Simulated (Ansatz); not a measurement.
Put Cu₄O in P6/mmm (No. 191): Cu on 1a and 3f; O on 1b.

Level of theory: Ansatz, DFT PBE, scalar-relativistic, plane waves, PAW. Cutoff 420 eV, Γ-centred mesh, Gaussian smearing, no spin polarisation.

Energies over the elements count from the elements' standard structures at the same level (O₂ as a molecule), with no fitted energy shifts.

Task: Predict the relaxed structure.

Result:

Space group P6/mmm (No. 191). a = 4.976 Å, b = 4.976 Å, c = 3.563 Å, α = 90.00°, β = 90.00°, γ = 120.00°
```csv
atom,site,symmetry,x,y,z
Cu,1a,6/mmm,0.0000,0.0000,0.0000
Cu,3f,mmm,0.5000,0.0000,0.0000
O,1b,6/mmm,0.0000,0.0000,0.5000
```

Cu on a site of symmetry 6/mmm is surrounded by 2 O at 1.78 Å and 6 Cu at 2.49 Å; Cu on a site of symmetry mmm has 6 Cu at 2.49 Å; O is surrounded by 2 Cu at 1.78 Å. Another local minimum with the same sites may exist.

Task: Where does its energy lie, and is it a metal?

Result: The formation energy is +0.41 eV/atom and the gap on the 12×12×10 mesh of the 5-atom cell is 0 eV (a metal). It can't be a ground state, since the elements alone are lower.

The last run used Gaussian smearing of 0.10 eV. No Hubbard U is applied to the 3d shell of Cu. A structure relaxed within its symmetry needn't be a true minimum. Another cell of Cu4O relaxed alike, in Pm-3m, lies 0.31 eV/atom lower, so this cell isn't the stable form at this level.
